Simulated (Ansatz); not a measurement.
Relaxed candidate structures of LiScF4:

A. I4₁/a, origin choice 1 (No. 88), tI24; a = b = 4.9705 Å, c = 10.0481 Å, α = β = γ = 90.00°; Li 4b (0.000, 0.000, 0.500); Sc 4a (0.000, 0.000, 0.000); F 16f (0.212, 0.176, 0.170)

B. I4₁/amd, origin choice 1 (No. 141), tI24; a = b = 6.4989 Å, c = 6.4619 Å, α = β = γ = 90.00°; F 16h (0.191, 0.000, 0.200); Sc 4b (0.000, 0.000, 0.500); Li 4a (0.000, 0.000, 0.000)

C. P6/mmm (No. 191), hP6; a = 3.6604 Å, b = 3.6604 Å, c = 5.6156 Å, α = 90.00°, β = 90.00°, γ = 120.00°; Li 1b (0.000, 0.000, 0.500); Sc 1a (0.000, 0.000, 0.000); F 4h (0.333, 0.667, 0.211)

D. I-4 (No. 82), tI12; a = 5.270 Å, b = 5.270 Å, c = 5.416 Å, α = 90.00°, β = 90.00°, γ = 90.00°; Li 2d (0.500, 0.000, 0.250); F 8g (0.281, 0.259, 0.332); Sc 2a (0.000, 0.000, 0.000)

E. I-4m2 (No. 119), tI12; a = b = 4.030 Å, c = 9.440 Å, α = β = γ = 90.00°; Li 2a (0.000, 0.000, 0.000); F 4f (0.000, 0.500, 0.041); F 4e (0.000, 0.000, 0.222); Sc 2c (0.000, 0.500, 0.250)

Question: Order them by energy per atom (lowest first) at the level r2SCAN (plane waves to 500 eV, PAW, scalar-relativistic; Ansatz, a quantum-chemistry and plane-wave program).

Answer: A (reference, the lowest among the structures calculated here), B (+33 meV/atom), E (+58 meV/atom), D (+221 meV/atom), C (+1.139 eV/atom)

Question: Give each candidate's band gap.

Answer: No candidate is metallic. A: 7.00 eV (no spin-orbit coupling); B: 7.23 eV (no spin-orbit coupling); C: 2.50 eV (no spin-orbit coupling); D: 7.04 eV (no spin-orbit coupling); E: 6.35 eV (no spin-orbit coupling).

Probably no minimum, since a slightly shaken restart fell lower: I-4, tI12 (by 0.16 eV/atom, to I-4m2).  1 generated cell of layers, chains or molecules, poorly bound without dispersion, is left out. Each run could gain symmetry but not lose that of its start, so entries can be saddle points. From databases, or of a type measured for this composition: I4₁/a, tI24; the others are generated cells (placed on structure types, drawn at random, substituted or restacked) that were not matched to a known phase here. Energies are at zero temperature and pressure, without zero-point motion. The runs use different k-meshes, so differences are rounded accordingly. No spin polarisation in the result. Gaps of cells over 8 atoms come from the SCF mesh and high-symmetry points alone.
